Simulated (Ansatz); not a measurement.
The cell below belongs to a search over invented structures; it isn't taken from experiment.

Input and command of a plane-wave DFT calculation in Ansatz:

```yaml
crystal:
  lattice:
    - [2.0749777233, 1.1979889471, 18.5480104363]
    - [-2.0749777233, 1.1979889471, 18.5480104363]
    - [0.0, -2.3959778943, 18.5480104363]
  atoms:
    - { symbol: Bi, position: [0.2982281971, 0.2982281971, 0.2982281971] }
    - { symbol: Bi, position: [0.7017718029, 0.7017718029, 0.7017718029] }
    - { symbol: Se, position: [0.6030700095, 0.6030700095, 0.6030700095] }
    - { symbol: Se, position: [0.3969299905, 0.3969299905, 0.3969299905] }
    - { symbol: Se, position: [1.0, 1.0, 1.0] }
    - { symbol: Se, position: [0.8038721202, 0.8038721202, 0.8038721202] }
    - { symbol: Se, position: [0.5, 0.5, 0.5] }
    - { symbol: Se, position: [0.1961278798, 0.1961278798, 0.1961278798] }
    - { symbol: Se, position: [0.8837853582, 0.8837853582, 0.8837853582] }
    - { symbol: Se, position: [0.1162146418, 0.1162146418, 0.1162146418] }
basis:
  ecutwfc: 420
kpoints:
  mp_grid: { grid: [12, 12, 12] }
hamiltonian:
  xc: pbe
scf:
  occupations: { method: gaussian, width: 0.1 }
output:
  forces: true
  stress: true
  eigenvalues: true
relax:
  adjacent_minimum: "off"
  f_tol: 0.01
  max_steps: 80
  cell: { stress_tol: 0.05 }
```

```bash
ansatz run input.yaml --threads 4 --pin off --max-ram 10240MiB --backend cpu --events-out ev --progress --plain --runs-dir out
```

Processor: Intel(R) Xeon(R) Processor @ 2.50GHz (Skylake/Cascade Lake), 4 threads, on a host shared with other jobs.

Task: Estimate time, memory and problem size.

Result: About 14 min, peak memory 3.3 GiB. It solves 95 bands at 189 k points (after reduction by symmetry) with about 5495 plane waves (on the last cell), in 52 SCF iterations over 7 ionic steps.
